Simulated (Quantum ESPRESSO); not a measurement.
# NSi6B: input and log of a self-consistent run

A calculation, not a measurement. The program is pw.x of Quantum ESPRESSO 7.5 (plane-wave density functional theory). The cell is made up: 8 atoms on a zincblende/diamond lattice, with randomly drawn elements, strain and displacements, not relaxed. PseudoDojo standard norm-conserving files (v0.5 for PBE, v0.4.1 for LDA and PBEsol) set the functional; there is no spin polarisation, spin-orbit coupling or dispersion term, and the masses in the input are unused placeholders.

Input:

```
&control calculation='scf', pseudo_dir='./dojo.nc.sr.pbe.v0_5.standard.upf', outdir='./o', disk_io='medium', tprnfor=.true., tstress=.true. /
&system ibrav=0, nat=8, ntyp=3, nbnd=26, ecutwfc=84.00895049, nosym=.true., tot_charge=0,
 occupations='smearing', smearing='fd', degauss=0.0073498644
/
&electrons conv_thr=7.350e-09, electron_maxstep=60, /
ATOMIC_SPECIES
B 1.0 B.upf
N 1.0 N.upf
Si 1.0 Si.upf
CELL_PARAMETERS angstrom
5.3504 0.0024 0.0101
0.0024 5.3707 0.003
0.0101 0.003 5.4048
ATOMIC_POSITIONS angstrom
N -0.0102 0.0172 -0.0102
Si 0.004 2.6803 2.686
Si 2.6407 -0.0537 2.6709
B 2.7808 2.7377 0.0421
Si 1.4478 1.3162 1.4581
Si 1.3593 3.9582 3.9465
Si 3.9477 1.2861 4.0994
Si 4.0167 3.9778 1.3213
K_POINTS automatic
6 6 6 1 1 1
```

The log is shortened where brackets say so; the opening notice, blank lines, dates and the lines on written files are dropped, and the path of the files is cut. It prints rydbergs, bohrs and kilobars, and counts compression as positive stress.

```
     Program PWSCF v.7.5
     Parallel version (MPI & OpenMP), running on       1 processor cores
     Number of MPI processes:                 1
     Threads/MPI process:                     1
     [start-up lines left out]
     bravais-lattice index     =            0
     lattice parameter (alat)  =      10.1108  a.u.
     unit-cell volume          =    1048.0732 (a.u.)^3
     number of atoms/cell      =            8
     number of atomic types    =            3
     number of electrons       =        32.00
     number of Kohn-Sham states=           26
     kinetic-energy cutoff     =      84.0090  Ry
     charge density cutoff     =     336.0358  Ry
     scf convergence threshold =      7.3E-09
     mixing beta               =       0.7000
     number of iterations used =            8  plain     mixing
     Exchange-correlation= PBE
                           (   1   4   3   4   0   0   0)
     [axes and pseudopotential details left out]
   Cartesian axes
     site n.     atom                  positions (alat units)
         1        N      tau(   1) = (  -0.0019064   0.0032147  -0.0019064  )
         2        Si     tau(   2) = (   0.0007476   0.5009523   0.5020176  )
         3        Si     tau(   3) = (   0.4935510  -0.0100366   0.4991954  )
         4        B      tau(   4) = (   0.5197359   0.5116804   0.0078686  )
         5        Si     tau(   5) = (   0.2705961   0.2459998   0.2725212  )
         6        Si     tau(   6) = (   0.2540553   0.7397938   0.7376070  )
         7        Si     tau(   7) = (   0.7378313   0.2403741   0.7661843  )
         8        Si     tau(   8) = (   0.7507275   0.7434570   0.2469530  )
     number of k points=   108  Fermi-Dirac smearing, width (Ry)=  0.0073
     Number of k-points >= 100: set verbosity='high' to print them.
     Dense  grid:   109039 G-vectors     FFT dimensions: (  60,  60,  60)
     Estimated max dynamical RAM per process >     124.23 MB
     Initial potential from superposition of free atoms
     starting charge      31.9961, renormalised to      32.0000
     Starting wfcs are   32 randomized atomic wfcs
     total cpu time spent up to now is       20.2 secs
     per-process dynamical memory:    97.5 Mb
     Self-consistent Calculation
     iteration #  1     ecut=    84.01 Ry     beta= 0.70
     Davidson diagonalization with overlap
     ethr =  1.00E-02,  avg # of iterations =  3.3
     total cpu time spent up to now is       83.0 secs
     total energy              =     -76.79552223 Ry
     estimated scf accuracy    <       0.62113946 Ry
     iteration #  2     ecut=    84.01 Ry     beta= 0.70
     Davidson diagonalization with overlap
     ethr =  1.94E-03,  avg # of iterations =  3.7
     total cpu time spent up to now is      142.1 secs
     total energy              =     -76.62280838 Ry
     estimated scf accuracy    <       2.57312084 Ry
     iteration #  3     ecut=    84.01 Ry     beta= 0.70
     Davidson diagonalization with overlap
     ethr =  1.94E-03,  avg # of iterations =  2.4
     total cpu time spent up to now is      192.5 secs
     total energy              =     -77.01769115 Ry
     estimated scf accuracy    <       0.20490762 Ry
     iteration #  4     ecut=    84.01 Ry     beta= 0.70
     Davidson diagonalization with overlap
     ethr =  6.40E-04,  avg # of iterations =  2.0
     total cpu time spent up to now is      237.0 secs
     total energy              =     -77.05665970 Ry
     estimated scf accuracy    <       0.03063797 Ry
     iteration #  5     ecut=    84.01 Ry     beta= 0.70
     Davidson diagonalization with overlap
     ethr =  9.57E-05,  avg # of iterations =  5.5
     total cpu time spent up to now is      288.1 secs
     total energy              =     -77.06246291 Ry
     estimated scf accuracy    <       0.00253126 Ry
     iteration #  6     ecut=    84.01 Ry     beta= 0.70
     Davidson diagonalization with overlap
     ethr =  7.91E-06,  avg # of iterations =  6.8
     total cpu time spent up to now is      346.4 secs
     total energy              =     -77.06291638 Ry
     estimated scf accuracy    <       0.00018509 Ry
     iteration #  7     ecut=    84.01 Ry     beta= 0.70
     Davidson diagonalization with overlap
     ethr =  5.78E-07,  avg # of iterations =  4.2
     total cpu time spent up to now is      408.1 secs
     total energy              =     -77.06297144 Ry
     estimated scf accuracy    <       0.00003644 Ry
     iteration #  8     ecut=    84.01 Ry     beta= 0.70
     Davidson diagonalization with overlap
     ethr =  1.14E-07,  avg # of iterations =  2.2
     total cpu time spent up to now is      457.4 secs
     total energy              =     -77.06297990 Ry
     estimated scf accuracy    <       0.00000127 Ry
     iteration #  9     ecut=    84.01 Ry     beta= 0.70
     Davidson diagonalization with overlap
     ethr =  3.96E-09,  avg # of iterations =  3.9
     total cpu time spent up to now is      512.3 secs
     total energy              =     -77.06298028 Ry
     estimated scf accuracy    <       0.00000048 Ry
     iteration # 10     ecut=    84.01 Ry     beta= 0.70
     Davidson diagonalization with overlap
     ethr =  1.50E-09,  avg # of iterations =  2.0
     total cpu time spent up to now is      553.8 secs
     total energy              =     -77.06298033 Ry
     estimated scf accuracy    <       0.00000006 Ry
     iteration # 11     ecut=    84.01 Ry     beta= 0.70
     Davidson diagonalization with overlap
     ethr =  1.72E-10,  avg # of iterations =  2.6
     total cpu time spent up to now is      600.3 secs
     End of self-consistent calculation
     Number of k-points >= 100: set verbosity='high' to print the bands.
     the Fermi energy is     4.7583 ev
!    total energy              =     -77.06298034 Ry
     estimated scf accuracy    <          3.8E-09 Ry
     smearing contrib. (-TS)   =      -0.00346582 Ry
     internal energy E=F+TS    =     -77.05951453 Ry
     The total energy is F=E-TS. E is the sum of the following terms:
     one-electron contribution =       7.34961369 Ry
     hartree contribution      =      10.11153896 Ry
     xc contribution           =     -26.17670431 Ry
     ewald contribution        =     -68.34396286 Ry
     convergence has been achieved in  11 iterations
     Forces acting on atoms (cartesian axes, Ry/au):
     atom    1 type  2   force =    -0.01410254   -0.01130257   -0.00402335
     atom    2 type  3   force =    -0.02719772   -0.03887227    0.00218248
     atom    3 type  3   force =     0.05477209   -0.02371162    0.02586218
     atom    4 type  1   force =    -0.01752373   -0.02230788   -0.01505713
     atom    5 type  3   force =    -0.03568554    0.06544568   -0.14120288
     atom    6 type  3   force =     0.01864569   -0.00593729    0.14299758
     atom    7 type  3   force =     0.02476664    0.02910420    0.08824466
     atom    8 type  3   force =    -0.00367489    0.00758175   -0.09900353
     Total force =     0.270753     Total SCF correction =     0.000066
     Computing stress (Cartesian axis) and pressure
          total   stress  (Ry/bohr**3)                   (kbar)     P=     -103.17
  -0.00066470  -0.00003112   0.00005638          -97.78       -4.58        8.29
  -0.00003112  -0.00064945  -0.00003369           -4.58      -95.54       -4.96
   0.00005638  -0.00003369  -0.00078990            8.29       -4.96     -116.20
     init_run     :     19.21s CPU     20.07s WALL (       1 calls)
     electrons    :    543.12s CPU    580.09s WALL (       1 calls)
     forces       :      9.72s CPU      9.84s WALL (       1 calls)
     stress       :     39.87s CPU     40.03s WALL (       1 calls)
     [timing details left out]
     PWSCF        :  10m12.27s CPU  10m50.75s WALL
     JOB DONE.
```

In other units: free energy -1048.495 eV for the cell, pressure -10.32 GPa, largest force component 3.677 eV/Å. A rerun of the same cell at another strain at 1437 eV and a 8 x 8 x 8 mesh moved values by no more than 0.008 eV in energy, 0.02 GPa in stress and 0.012 eV/Å in force.